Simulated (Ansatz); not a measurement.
One crystal and one scan (energy against volume) at two levels, PBE (plane waves to 420 eV, PAW, scalar-relativistic; Ansatz, a program for electronic structure) and r2SCAN (plane waves to 500 eV, PAW, scalar-relativistic; Ansatz), each from its own relaxed cell and on its own mesh. The cell shown is that of PBE.

Tl (hcp, Mg type)

```
CELL_PARAMETERS angstrom
      3.60750     0.00000     0.00000
     -1.80375     3.12418     0.00000
      0.00000     0.00000     5.57674
ATOMIC_POSITIONS crystal
  Tl 0.33333 0.66667 0.75000
  Tl 0.66667 0.33333 0.25000
```

E(V) scan at fixed shape, V₀ the volume above. Symmetry pins the atoms to their sites.

E stands for the smeared free energy. Spin-orbit coupling is left out, though Tl is heavy. The PAW data are Ansatz's earlier set. Tl was relaxed with its symmetry unable to fall. With the shape held, the modulus is that of even scaling; a crystal free to change shape is softer. Both scans cover V/V₀ from 0.840 to 1.160.

ΔE (meV/atom), each from the relaxed starting cell of its own level:

```
V/V₀   PBE    r2SCAN
-----  ---  --------
0.840   98       111
0.867   64  withheld
0.893   38        43
0.920   21        23
0.947    9        10
0.973    2         2
1.000    0         0
1.027    1         2
1.053    6         8
1.080   13        16
1.107   23        27
1.133   34        41
1.160   47        56
```

**Question.** Estimate the r2SCAN value at 0.867 from the PBE value there and the ratio of the two levels in the two nearest given rows on that side of the minimum.

**Answer.** At 0.893 and 0.840 the ratio r2SCAN/PBE averages 1.132, which gives 1.132 × 64 = 72 meV/atom. The calculation gives 72 meV/atom, +12.5 % against PBE.

(Under strain, the slope of the energy per volume gives the stress and its curvature an elastic modulus.)
